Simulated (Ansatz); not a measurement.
Q: Lu (hcp (Mg type), P6_3/mmc) is relaxed with the program Ansatz at the r²SCAN+D4 level (PAW). What lattice parameters of the conventional cell result?

A: a = 3.497 Å, c = 5.441 Å.

The r²SCAN+D4 relaxation kept the symmetry of its start. The pairwise dispersion correction was not fitted to metals. Axis ratios of metals converge slowly with the k-mesh, so a and c are less sure than the volume. Spin–orbit coupling is left out wherever it is not named.

Potentials: the later of the program's two PAW sets.
